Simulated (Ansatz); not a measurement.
Starting cell, AlN (zinc blende):

```xyz
4
Lattice="0.0000 4.3695 4.3695 2.1848 2.1848 4.3695 2.1848 2.1848 0.0000" Properties=species:S:1:pos:R:3 pbc="T T T"
N      3.2772     7.6467     7.6467
N      3.2772     5.4619     5.4619
Al     0.0000     0.0000     0.0000
Al     2.1848     4.3695     2.1848
```

The atoms are displaced by Q × the pattern below (from a DFPT mode at X = (0.5, 0.5, 0.0), largest move 1; Q in Å), at fixed cell. (q is in reciprocal vectors of the primitive cell; the cell shown is doubled to hold the pattern.)

```tsv
atom	x	y	z
Al3	0.000	0.000	1.000
Al4	0.000	0.000	-1.000
```

Atoms not listed stay in place.

These are r2SCAN (plane waves to 500 eV, PAW, scalar-relativistic; Ansatz, a quantum-chemistry and plane-wave program) values and carry that method's errors. k mesh 13×13×13 (Γ-centred), Fermi-Dirac smearing 0.05 eV. Energies are smeared free energies. As the smearing reaches across the gap at some points, energies and forces of such displacements shift with the k mesh and the smearing. AlN was relaxed with its symmetry unable to fall. The PAW data are Ansatz's earlier set. ΔE is measured from the undisplaced structure. The last digit holds for this mesh only.

```
Q (Å)    ΔE (meV/cell)
-------  -------------
-0.2800       withheld
-0.2333         1849.4
-0.1867         1201.7
-0.1400          683.8
-0.0933          306.4
-0.0467           77.0
0.0000             0.0
0.0467            77.0
0.0933           306.4
0.1400           683.8
0.1867          1201.7
0.2333          1849.4
0.2800        withheld
```

**Question.** Fit an even polynomial form (powers 2, 4, 6) to the given rows and predict ΔE at Q = 0.2800.

**Answer.** Least squares on the 11 given rows: ΔE = (35450)·Q² + (-29390)·Q⁴ + (44560)·Q⁶, in meV/cell with Q in Å; root-mean-square residual 0.14 meV/cell. At 0.2800 the fit gives 2620.1 meV/cell; the calculation gives 2608.3 meV/cell, so the extrapolation is off by 11.8 (+0.5 %). The quadratic term alone would give 2779.3 meV/cell.

(A displaced cell: forces are minus the slopes of the energy, force constants its curvatures, and phonons follow from these.)
